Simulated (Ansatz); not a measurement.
BiPd:
```
BiPd
1.0
    4.25868     0.00000     0.00000
   -2.12934     3.68812     0.00000
    0.00000     0.00000     5.76368
Bi Pd
2 2
Direct
  0.33333   0.66667   0.25000
  0.66667   0.33333   0.75000
  0.00000   0.00000   0.00000
  0.00000   0.00000   0.50000
```

Relaxed with r²SCAN. Special points in fractions of this cell's reciprocal vectors: Γ (0.000, 0.000, 0.000); M (0.500, 0.000, 0.000); K (0.333, 0.333, 0.000); A (0.000, 0.000, 0.500); L (0.500, 0.000, 0.500); H (0.333, 0.333, 0.500).

**Question.** List the band energies nearest the Fermi level at these points for r²SCAN with spin–orbit coupling in the plane-wave PAW code Ansatz.

**Answer.** In eV from the Fermi level; about four levels below and three above (degenerate sets whole), none deeper than 8.9 eV; points with the same levels are listed once.

| k | below | above |
|---|---|---|
| Γ | -0.44 -0.44 -0.03 -0.03 | 1.75 1.75 2.70 2.70 |
| M | -1.53 -1.53 -1.18 -1.18 | 1.68 1.68 3.99 3.99 |
| K | -1.42 -1.42 -0.38 -0.38 | 0.01 0.01 0.48 0.48 |
| A | -0.82 -0.82 -0.82 -0.82 | 1.88 1.88 1.88 1.88 |
| L | -2.30 -2.30 -2.30 -2.30 | 0.62 0.62 0.62 0.62 |
| H | -1.63 -1.63 -1.41 -1.41 | 3.69 3.69 4.19 4.19 |

Space group P6_3/mmc (NiAs type). The workflow started from an entry of the Crystallography Open Database (COD), which files this formula under 2 space groups. Its standing as an ambient phase is unchecked. The cell was relaxed with r²SCAN under the symmetry of its start; its stability against distortions is not shown here. No spin polarisation was allowed.

Potentials: the later of the program's two PAW sets.
